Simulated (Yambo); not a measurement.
G0W0@PBEsol for RbBH$_{4}$ (space group F-43m, No. 216) in Yambo. Reference settings: 4×4×4 Γ-centred k mesh, 143 bands and a 8 Ry block in the screening, 143 bands in G with the Bruneval-Gonze terminator, plasmon pole fitted at 27.2 eV. The PBEsol gap Γ → X on this mesh is 5.91 eV; G0W0 gaps are taken between the same points.

The settings were changed. The gap went from 9.02 eV to 8.73 eV, and the shift of the valence edge from -2.17 eV to -1.90 eV.

Problem. What was changed between the two runs?
(A) 3 Ry block
(B) 1 Ry block
(C) 7 Ry block
(D) 87 bands in G

Solution. A, 3 Ry block. The others gave (gap, valence shift): 1 Ry block: 8.49, -1.69 eV; 87 bands in G: 9.02, -2.16 eV; 7 Ry block: 8.98, -2.14 eV.

Geometry of the Materials Project entry, not relaxed at this level; primitive cell a = b = c = 4.8836 Å, α = β = γ = 60.00°.

The structure is a Materials Project entry; no match was found in the copy of COD used, and its stability was not checked.

A shift is the quasiparticle energy of the state minus its PBEsol energy.
